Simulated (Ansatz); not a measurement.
Geometry optimisation in Ansatz: input, command and trajectory.

```yaml
crystal:
  lattice:
    - [3.3513633956, 0.0, 0.0]
    - [-1.6756816978, 2.9023658379, 0.0]
    - [0.0, 0.0, 14.737457616]
  atoms:
    - { symbol: Zr, position: [0.3333333333, 0.6666666667, 0.086624344] }
    - { symbol: Zr, position: [0.6666666667, 0.3333333333, 0.586624344] }
    - { symbol: Zr, position: [0.6666666667, 0.3333333333, 0.913375656] }
    - { symbol: Zr, position: [0.3333333333, 0.6666666667, 0.413375656] }
    - { symbol: Al, position: [0.3333333333, 0.6666666667, 0.75] }
    - { symbol: Al, position: [0.6666666667, 0.3333333333, 0.25] }
    - { symbol: C, position: [0.0, 0.0, 0.0] }
    - { symbol: C, position: [0.0, 0.0, 0.5] }
basis:
  ecutwfc: 500
kpoints:
  mp_grid: { grid: [12, 12, 4] }
hamiltonian:
  xc: r2scan
scf:
  occupations: { method: gaussian, width: 0.1 }
output:
  forces: true
  stress: true
  eigenvalues: true
relax:
  adjacent_minimum: "off"
  f_tol: 0.01
  max_steps: 30
  cell: { stress_tol: 0.1, fix: [volume] }
```

```bash
ansatz run input.yaml --threads 2 --pin off --max-ram 5120MiB --backend cpu --events-out ev --progress --plain --runs-dir out
```

These are results of DFT r2SCAN, scalar-relativistic, plane waves, PAW (Ansatz), not measurements.

The volume is held at 1.03 times that of the relaxed cell.

Of 5 frames 4 are shown, positions in Å and forces in eV/Å; the SCF threshold varies from step to step. Steps run on the plane waves of an earlier cell, with a Pulay correction in the pressure. The basis is chosen afresh for the last frame, the zero of the energies, and at times for earlier ones too; energy and pressure step there, also at an unchanged geometry. The mark taken_back stands on steps that the optimiser undid.

```xyz
8
Lattice="3.3514 0.0000 0.0000 -1.6757 2.9024 0.0000 0.0000 0.0000 14.7375" Properties=species:S:1:pos:R:3:forces:R:3 pbc="T T T" step=1 free_energy_over_end_meV_per_atom=1.02 pressure_GPa=-4.22
Zr    0.0000    1.9349    1.2766    0.0000    0.0000   -0.2784
Zr    1.6757    0.9675    8.6454    0.0000    0.0000   -0.2784
Zr    1.6757    0.9675   13.4608    0.0000    0.0000    0.2784
Zr    0.0000    1.9349    6.0921    0.0000    0.0000    0.2784
Al    0.0000    1.9349   11.0531    0.0000    0.0000    0.0000
Al    1.6757    0.9675    3.6844    0.0000    0.0000    0.0000
C     0.0000    0.0000    0.0000    0.0000    0.0000    0.0000
C     0.0000    0.0000    7.3687    0.0000    0.0000    0.0000
8
Lattice="3.3613 0.0000 0.0000 -1.6807 2.9110 0.0000 0.0000 0.0000 14.6504" Properties=species:S:1:pos:R:3:forces:R:3 pbc="T T T" step=2 free_energy_over_end_meV_per_atom=4.41 pressure_GPa=-2.51 taken_back
Zr    0.0000    1.9407    1.2326    0.0000    0.0000    0.5616
Zr    1.6807    0.9703    8.5578    0.0000    0.0000    0.5616
Zr    1.6807    0.9703   13.4178    0.0000    0.0000   -0.5616
Zr    0.0000    1.9407    6.0926    0.0000    0.0000   -0.5616
Al    0.0000    1.9407   10.9878    0.0000    0.0000    0.0000
Al    1.6807    0.9703    3.6626    0.0000    0.0000    0.0000
C     0.0000    0.0000    0.0000    0.0000    0.0000    0.0000
C     0.0000    0.0000    7.3252    0.0000    0.0000    0.0000
8
Lattice="3.3473 0.0000 0.0000 -1.6737 2.8989 0.0000 0.0000 0.0000 14.7729" Properties=species:S:1:pos:R:3:forces:R:3 pbc="T T T" step=3 free_energy_over_end_meV_per_atom=0.01 pressure_GPa=-3.61
Zr    0.0000    1.9326    1.2644    0.0000    0.0000   -0.0047
Zr    1.6737    0.9663    8.6509    0.0000    0.0000   -0.0047
Zr    1.6737    0.9663   13.5084    0.0000    0.0000    0.0047
Zr    0.0000    1.9326    6.1220    0.0000    0.0000    0.0047
Al    0.0000    1.9326   11.0796    0.0000    0.0000    0.0000
Al    1.6737    0.9663    3.6932    0.0000    0.0000    0.0000
C     0.0000    0.0000    0.0000    0.0000    0.0000    0.0000
C     0.0000    0.0000    7.3864    0.0000    0.0000    0.0000
8
Lattice="3.3495 0.0000 0.0000 -1.6747 2.9007 0.0000 0.0000 0.0000 14.7543" Properties=species:S:1:pos:R:3:forces:R:3 pbc="T T T" step=5 free_energy_over_end_meV_per_atom=0.00 pressure_GPa=-3.61
Zr    0.0000    1.9338    1.2632    0.0000    0.0000    0.0031
Zr    1.6747    0.9669    8.6404    0.0000    0.0000    0.0031
Zr    1.6747    0.9669   13.4911    0.0000    0.0000   -0.0031
Zr    0.0000    1.9338    6.1139    0.0000    0.0000   -0.0031
Al    0.0000    1.9338   11.0657    0.0000    0.0000    0.0000
Al    1.6747    0.9669    3.6886    0.0000    0.0000    0.0000
C     0.0000    0.0000    0.0000    0.0000    0.0000    0.0000
C     0.0000    0.0000    7.3771    0.0000    0.0000    0.0000
```

The run took 85 s on 2 threads of Intel(R) Xeon(R) Platinum 8259CL CPU @ 2.50GHz (Skylake/Cascade Lake), with other jobs on the host, peak memory 0.96 GiB.